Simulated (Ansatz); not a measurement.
Si$_{2}$Mo:
```yaml
crystal:
  lattice:
    - [-1.58718, 1.58718, 3.88898]
    - [1.58718, -1.58718, 3.88898]
    - [1.58718, 1.58718, -3.88898]
  atoms:
    - { symbol: Si, position: [0.66478, 0.66478, 0.00000] }
    - { symbol: Si, position: [0.33522, 0.33522, 0.00000] }
    - { symbol: Mo, position: [0.00000, 0.00000, 0.00000] }
```

Relaxed with LDA. Special points in fractions of this cell's reciprocal vectors: Γ (0.000, 0.000, 0.000); X (0.000, 0.000, 0.500); P (0.250, 0.250, 0.250); N (0.000, 0.500, 0.000); M (0.500, 0.500, -0.500); S (0.292, 0.708, -0.292); S0 (-0.292, 0.292, 0.292); R (-0.083, 0.083, 0.500); G (0.500, 0.500, -0.083).

List the band energies nearest the Fermi level at these points for DFT-LDA in the program Ansatz with PAW potentials.

In eV from the Fermi level; about four levels below and three above (degenerate sets whole), none deeper than 8.9 eV; points with the same levels are listed once.

| k | below | above |
|---|---|---|
| Γ | -3.38 -3.21 -2.68 -2.68 | 0.38 3.20 3.28 |
| X | -5.18 -4.51 -3.15 -1.18 | 2.36 2.81 3.23 |
| P | -6.21 -2.72 -2.10 -2.10 | 0.33 2.36 4.11 4.11 |
| N | -4.52 -2.67 -2.65 -0.53 | 2.31 3.15 4.22 |
| M | -0.60 -0.60 -0.45 -0.45 | 0.52 4.80 5.30 |
| S | -2.89 -2.56 -2.32 -0.43 | 1.55 3.04 3.72 |
| R | -4.51 -3.83 -3.02 -1.79 | 1.80 2.10 2.68 |

Space group I4/mmm (MoSi2 or CaC2 type). The LDA relaxation kept the symmetry of its start. The run is not spin-polarised. Spin–orbit coupling is left out wherever it is not named.

Potentials: the earlier of the program's two PAW sets. The files were generated under PBE; for other functionals the program regenerates the frozen cores, and for LDA and PBEsol the local potential too.
